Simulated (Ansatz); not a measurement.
## TaSi$_{2}$, first-principles data

TaSi2:
```xyz
3
Lattice="-1.6413 1.6413 4.1076 1.6413 -1.6413 4.1076 1.6413 1.6413 -4.1076" Properties=species:S:1:pos:R:3 pbc="T T T"
Ta     0.0000     0.0000     0.0000
Si     0.0000     0.0000     2.7243
Si     0.0000     0.0000     5.4909
```

Space group I4/mmm (No. 139), MoSi2 or CaC2 type; conventional cell a = b = 3.2827 Å, c = 8.2152 Å, α = β = γ = 90.00°.

Method: plane-wave PAW PBE (Ansatz code). Geometry: relaxed at this level of theory. Other levels are named where they apply.

### Cell and energy

| Quantity | Result |
|---|---|
| Volume per atom | 14.75 Å³ |
| Density | 8.90 g/cm³ |
| Formation energy from the elements (no fitted shifts) | -0.41 eV/atom |

### Electronic structure

| Item | Result |
|---|---|
| Electronic character | metallic (no gap) |
| Density of states at the Fermi level | 0.28 states/eV per atom (mean over ±0.08 eV) |

### Mechanics

| Quantity | Value |
|---|---|
| Bulk modulus (Birch–Murnaghan fit) | 178 GPa |
| Pressure derivative B′ | 4.4 |

The cell is a constructed one: a structure type filled with these elements; neither database checked (COD, Materials Project) lists it. COD files the formula under space group No. 180, 181, so this cell is another polymorph or a model. Its standing as an ambient phase is unchecked. The cell was relaxed with PBE under the symmetry of its start; whether a distortion lowers the energy is not shown. No spin polarisation was allowed. The references are the lowest solids computed at this level, not always the standard phases. Scalar-relativistic: spin–orbit coupling is off unless named, which matters more the heavier the elements.

Potentials: the later of the program's two PAW sets.
